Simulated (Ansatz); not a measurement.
## Vibrational response of Sc4As3

These are results of DFT PBE, scalar-relativistic, plane waves, PAW in Ansatz, not measurements. Settings: 420 eV plane-wave cutoff, Γ-centred 6×6×6 mesh, Gaussian smearing of 0.10 eV. No spin polarisation. Phonons by linear response, acoustic sum rule imposed.

Relaxed structure:
```
Sc As
1.0
    -4.08925    4.08925    4.08925
     4.08925   -4.08925    4.08925
     4.08925    4.08925   -4.08925
Sc As
8 6
Cartesian
  -0.5709 3.5184 0.5709
  2.6155 2.6155 2.6155
  3.5184 0.5709 -0.5709
  0.5709 -0.5709 3.5184
  -1.4738 1.4738 5.5630
  1.4738 5.5630 -1.4738
  5.5630 -1.4738 1.4738
  0.5709 0.5709 0.5709
  2.0446 3.0669 0.0000
  0.0000 2.0446 3.0669
  3.0669 0.0000 2.0446
  1.0223 0.0000 6.1339
  6.1339 1.0223 0.0000
  0.0000 6.1339 1.0223
```

The structure comes from a proposed guess, relaxed at this level; another structure or a mixture of phases may lie lower. In a metal, frequencies depend on the k mesh and the smearing, soft modes most.

(1) Is this structure stable against zone-centre distortions?

(2) List the optical modes at Γ (i marks imaginary ones).

Results:

(1) Yes, at Γ: no optical mode is imaginary. Strains and other wave vectors aren't tested by this run.

(2)
| frequency (cm⁻¹) | degeneracy |
| --- | --- |
| 110 | 3 |
| 115 | 3 |
| 115 | 2 |
| 130 | 3 |
| 131 | 1 |
| 141 | 3 |
| 183 | 1 |
| 190 | 3 |
| 197 | 3 |
| 200 | 1 |
| 206 | 2 |
| 222 | 2 |
| 223 | 3 |
| 242 | 3 |
| 242 | 3 |
| 245 | 3 |
